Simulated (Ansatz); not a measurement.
Total density of states per atom from r²SCAN (plane waves, PAW; program Ansatz), in 0.25 eV bins, energy from the Fermi level:

```tsv
E (eV)	states/eV/atom
-7.85	0.03
-7.60	0.16
-7.35	0.30
-7.10	0.41
-6.85	0.45
-6.60	0.50
-6.35	0.43
-6.10	0.37
-5.85	0.44
-5.60	0.30
-5.35	0.36
-5.10	0.48
-4.85	0.49
-4.60	0.55
-4.35	0.64
-4.10	0.86
-3.85	0.87
-3.60	1.05
-3.35	1.17
-3.10	1.07
-2.85	0.90
-2.60	0.82
-2.35	0.81
-2.10	0.74
-1.85	0.84
-1.60	1.08
-1.35	0.83
-1.10	0.72
-0.85	0.77
-0.60	0.72
-0.35	0.56
-0.10	0.30
0.15	0.35
0.40	0.62
0.65	0.73
0.90	0.59
1.15	0.61
1.40	0.71
1.65	0.71
1.90	0.60
2.15	0.63
2.40	0.69
2.65	0.80
2.90	0.60
3.15	0.63
3.40	0.69
3.65	0.46
3.90	0.59
4.15	0.48
4.40	0.51
4.65	0.48
4.90	0.31
```

Question: Which compound is it?
A) Cr3NiP4, Pm (Pearson symbol mP8)
B) P, black phosphorus
C) CoMoP, Pnma (Co on 4c, Mo on 4c, P on 4c)
D) Cr, bcc (W type)

Answer: A, Cr3NiP4, Pm (Pearson symbol mP8). Within 0.5 eV of the Fermi level: Cr 3d 70 %, P 3p 12 %, Ni 3d 11 %. Projections are on Löwdin-orthogonalised atomic valence shells; empty p or d shells of many metals are not among them.

The first step of the workflow began from a Materials Project structure, measured or hypothetical; the Crystallography Open Database copy checked does not list it. With Cr and Ni taken as one species the cell has the higher symmetry Pnma, so it may be an ordered model of a mixed-site phase. Whether it is the stable phase at ambient conditions was not checked. The cell was relaxed with r²SCAN under the symmetry of its start, as lowered by the spin order; its stability against distortions is not shown here. Spin order of the final state: ferrimagnetic, chosen from 2 collinear starts compared on coarse meshes (ties went to the first, and starts can fall back to one state), not a proven ground state. Other orbital occupations within this spin state were not tried.

Potentials: the later of the program's two PAW sets.
